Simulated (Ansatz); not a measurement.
An Ansatz (a first-principles code) input:

Ansatz 0.2 input:
```yaml
crystal:
  lattice:
    - [0.0, 2.7256868275, 2.7256868275]
    - [2.7256868275, 0.0, 2.7256868275]
    - [2.7256868275, 2.7256868275, 0.0]
  atoms:
    - { symbol: P, position: [0.75, 0.75, 0.75] }
    - { symbol: Ga, position: [0.0, 0.0, 0.0] }
kpoints:
  mp_grid: { grid: [8, 8, 8] }
hamiltonian:
  xc: r2scan
  pseudopotentials: { kind: paw }
scf:
  occupations: { method: fixed }
output:
  optics: { e_range: [0.0, 15.0], de: 0.05, sigma: 0.1, bands: { spectra_wanted_up_to: 12 eV } }
```

Question: How many symmetry operations and irreducible k-points will the run report?

Answer: 24 operations, 29 of 512 k-points.

Question: With a cutoff of 500 eV, how many plane waves at Γ?

Answer: 965.

It took around 22 core-seconds (rough) on shared server cores.

Space group F-43m (zinc blende). The r²SCAN relaxation kept the symmetry of its start. Spin–orbit coupling is left out wherever it is not named.

Potentials: the later of the program's two PAW sets.

Ansatz is a plane-wave DFT program.
